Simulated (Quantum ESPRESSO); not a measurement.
# Kohn-Sham bands of CdSe (zinc blende)

```yaml
crystal:
  lattice:
    - [0.00000, 3.07027, 3.07027]
    - [3.07027, 0.00000, 3.07027]
    - [3.07027, 3.07027, 0.00000]
  atoms:
    - { symbol: Cd, position: [0.00000, 0.00000, 0.00000] }
    - { symbol: Se, position: [0.25000, 0.25000, 0.25000] }
```

Structure: Materials Project mp-2691, symmetrised, not relaxed again. Not found in the COD (Crystallography Open Database) copy used, which has the formula in other groups; not checked further. Level: PBEsol, spinors with spin-orbit coupling; pw.x of Quantum ESPRESSO at 82 Ry with PseudoDojo potentials, 6×6×6 k-points, Wannier90. Density: 10×10×10 mesh, Gaussian smearing 0.01 Ry.

Task: List the Kohn-Sham levels between −8 and 3.3 eV relative to the valence-band maximum at the high-symmetry points, as a band run of pw.x on that density gives them (levels within 2 meV counted together).

Result: 
| point | k (reciprocal lattice) | levels (eV) |
|---|---|---|
| Γ | 0.000 0.000 0.000 | -7.70 (×2), -7.42 (×4), -0.37 (×2), 0.00 (×4), 0.31 (×2) |
| X | -0.500 -0.500 0.000 | -7.90 (×2), -7.47 (×2), -7.36 (×2), -7.08 (×2), -4.11 (×2), -1.97 (×2), -1.84 (×2), 2.94 (×2) |
| U | -0.375 -0.375 0.250 | -7.80, -7.50, -7.48, -7.38, -7.33, -7.08, -6.96, -4.11, -3.99, -2.60, -2.52, -1.58, -1.57 |
| K | -0.375 0.000 0.375 | -7.80, -7.50, -7.48, -7.38, -7.33, -7.08, -6.96, -4.11, -3.99, -2.60, -2.52, -1.58, -1.57 |
| L | 0.000 0.000 0.500 | -7.91 (×2), -7.57 (×2), -7.34 (×2), -7.12 (×2), -4.40 (×2), -0.96 (×2), -0.72 (×2), 2.14 (×2) |
| W | -0.500 -0.250 0.250 | -7.79, -7.50, -7.45, -7.37, -7.34, -7.06, -6.94, -4.08, -3.96, -2.39, -2.24, -2.22, -2.21 |
